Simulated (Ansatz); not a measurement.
CaAu2Ge2 (space group I4/mmm)

```
CELL_PARAMETERS angstrom
     -2.19114     2.19114     5.07115
      2.19114    -2.19114     5.07115
      2.19114     2.19114    -5.07115
ATOMIC_POSITIONS crystal
  Ca 0.00000 0.00000 0.00000
  Ge 0.38147 0.38147 0.00000
  Ge 0.61853 0.61853 0.00000
  Au 0.75000 0.25000 0.50000
  Au 0.25000 0.75000 0.50000
```

The slice is a (001) plane (indices of the conventional cell) through the point (0.000, 0.000, 0.000) (fractional), spanned by u = [101] and v = [011] in vectors of this cell: u (4.38 Å) and v (4.38 Å, at 90° to u). It covers one period; positions are fractions (u, v).

All values below come from LDA (plane waves to 420 eV, PAW, scalar-relativistic; Ansatz, an electronic-structure program). k mesh 15×15×15. Near the nuclei the fields are pseudised (PAW); where an atom keeps semicore shells as valence, they peak there. CaAu2Ge2 was relaxed with its symmetry unable to fall. Spin-orbit coupling is left out, though Au is heavy.

Q: Predict the map of the electron localisation function (ELF) on the slice.

A: 
```
|xxxx9985100000000000000015899xxx|
|xxxx9974100000000000000014799xxx|
|xxx998630000001111100000036899xx|
|99999741000001111111000001479999|
|99987520000011122211100000257899|
|88764200000112222222110000024678|
|55431000001223333333221000001345|
|21100000012233444443322100000011|
|00000000123344455544433210000000|
|00000001233455555555543321000000|
|00000012234556666666554322100000|
|00000112345566666666655432110000|
|00001123345666777776665433211000|
|00011123445667777777665443211100|
|00011223455667777777665543221100|
|00011223455667777777665543221100|
|00011223455667777777665543221100|
|00011123445667777777665443211100|
|00001123345666777776665433211000|
|00000112345566666666655432110000|
|00000012234556666666554322100000|
|00000001233455555555543321000000|
|00000000123344455544433210000000|
|21100000012233444443322100000011|
|55431000001223333333221000001345|
|88764200000112222222110000024678|
|99987520000011122211100000257899|
|99999741000001111111000001479999|
|xxx998630000001111100000036899xx|
|xxxx9974100000000000000014799xxx|
|xxxx9985100000000000000015899xxx|
|xxxx9985200000000000000025899xxx|
```
Scale: ten equal steps from 0.03 (start of '0') to 0.86 (end of '9'), in the order '0123456789'. Values: electron localisation function (ELF). The map has 32 points along u (one character each, u = 0 at the left) and 32 along v (v = 0 in the bottom row). Points within 0.5 Å of a nucleus are blanked (x), as the pseudised field means little there.
